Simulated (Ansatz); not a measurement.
Values for one crystal, relaxed and computed with DFT-PBEsol in the program Ansatz with PAW potentials; other levels are named.

```yaml
volume_per_atom: 13.04 Å³
electronic_character: metallic (no gap)
Poisson's ratio: 0.31
Formation energy from the elements (no fitted shifts): -0.14 eV/atom
Density of states at the Fermi level: 0.77 states/eV per atom (mean over ±0.08 eV)
Young's modulus: 181 GPa
debye_temperature_from_the_elastic_constants: 399 K
```

Question: Which compound is it?
(A) ZrOs, CsCl type
(B) Al2Cu, I4/mcm (Cu on 4a, Al on 8h)
(C) ZrCu5, F-43m (Zr on 4a, Cu on 4d, Cu on 16e)
(D) Zr2Cu, C2/m (Zr on 4i, Zr on 4i, Cu on 4i)

Answer: C, ZrCu5, F-43m (Zr on 4a, Cu on 4d, Cu on 16e)

The first step of the workflow began from a Materials Project structure, measured or hypothetical; the Crystallography Open Database files this formula in space group No. 216, but the cells were not matched. Its standing as an ambient phase is unchecked. The PBEsol relaxation kept the symmetry of its start; whether a distortion lowers the energy is not shown. No spin polarisation was allowed. As this level gives no gap, shear constants depend on the k-mesh and smearing (Fermi–Dirac, 0.1 eV here). The references are the lowest solids computed at this level, not always the standard phases. Scalar-relativistic: spin–orbit coupling is off unless named, which matters more the heavier the elements.

Potentials: the later of the program's two PAW sets.
